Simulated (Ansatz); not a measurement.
**SiMo3 under strain — coordination and 97Mo quadrupole coupling**

Cell: an entry of the Crystallography Open Database (COD), relaxed with PBE at fixed cell and then changed (z compressed by 2 %, ions relaxed).

```cif
data_structure
_symmetry_space_group_name_H-M 'P 1'
_symmetry_Int_Tables_number 1
_cell_length_a 4.8930
_cell_length_b 4.8930
_cell_length_c 4.7951
_cell_angle_alpha 90.000
_cell_angle_beta 90.000
_cell_angle_gamma 90.000
_cell_volume 114.80
loop_
_atom_site_label
_atom_site_type_symbol
_atom_site_fract_x
_atom_site_fract_y
_atom_site_fract_z
_atom_site_occupancy
Si1 Si 0.00000 0.00000 0.00000 1
Si2 Si 0.50000 0.50000 0.50000 1
Mo3 Mo 0.25000 0.00000 0.50000 1
Mo4 Mo 0.50000 0.75000 0.00000 1
Mo5 Mo 0.75000 0.00000 0.50000 1
Mo6 Mo 0.50000 0.25000 0.00000 1
Mo7 Mo 0.00000 0.50000 0.75000 1
Mo8 Mo 0.00000 0.50000 0.25000 1
```

Atoms are numbered from 1 in the order listed; like atoms form one site, named after its first atom.

Method: Kohn–Sham DFT in Ansatz, PBE, plane waves and PAW, scalar-relativistic, 420 eV cutoff, Γ-centred 10×10×10 k-points, Fermi–Dirac smearing 0.05 eV.

Q(97Mo) = 255.0 mb.

Question: Rank these Mo sites by |C_Q|, smallest first.
A. Mo7: 10 Mo at 2.40–2.99 Å, 4 Si at 2.72 Å
B. Mo3: 10 Mo at 2.45–2.99 Å, 4 Si at 2.69–2.74 Å

Answer: B (26.5 MHz, η = 0.42), A (34.1 MHz, η = 0.00).

An axis of threefold or higher order runs through Mo7, so V_zz lies along it and η is zero.

With no gap above 0.1 eV, as in a metal, the gradients converge slowly in k; expect changes of a tenth or more on a denser mesh. Without spin–orbit coupling (the program notes it for Mo) the gradients can shift somewhat, as the gap is small. At this changed cell the PBE pressure is 8 GPa.
